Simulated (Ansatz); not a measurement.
SiC (wurtzite)

```
CELL_PARAMETERS angstrom
      3.07590     0.00000     0.00000
     -1.53795     2.66381     0.00000
      0.00000     0.00000     5.04769
ATOMIC_POSITIONS crystal
  Si 0.66667 0.33333 0.00051
  Si 0.33333 0.66667 0.50051
  C  0.66667 0.33333 0.62469
  C  0.33333 0.66667 0.12469
```

This relaxed cell (volume V₀) is scaled evenly in all directions, its shape held. The atoms relax within the cell's symmetry.

These are PBEsol (plane waves to 420 eV, PAW, scalar-relativistic; Ansatz, a program for electronic structure) values and carry that method's errors. k mesh 12×12×7 (Γ-centred), Fermi-Dirac smearing 0.05 eV. The energy includes the smearing's −TS. Compression counts positive. SiC was relaxed with its symmetry unable to fall. ΔE is measured from the relaxed starting cell.

```
V/V₀   P (GPa)  ΔE (kJ/mol of atoms)
-----  -------  --------------------
0.940     15.5                     …
0.955     11.2                  1.52
0.970      7.2                  0.66
0.985      3.5                     …
1.000      0.0                  0.00
1.015     -3.2                     …
1.030     -6.2                  0.59
1.045     -9.0                  1.30
1.060    -11.6                     …
```

Q: Some entries are withheld; supply them.

A: 
- 0.940, ΔE (kJ/mol of atoms): 2.76
- 0.985, ΔE (kJ/mol of atoms): 0.16
- 1.015, ΔE (kJ/mol of atoms): 0.15
- 1.060, ΔE (kJ/mol of atoms): 2.26

(Under strain, the slope of the energy per volume gives the stress and its curvature an elastic modulus.)
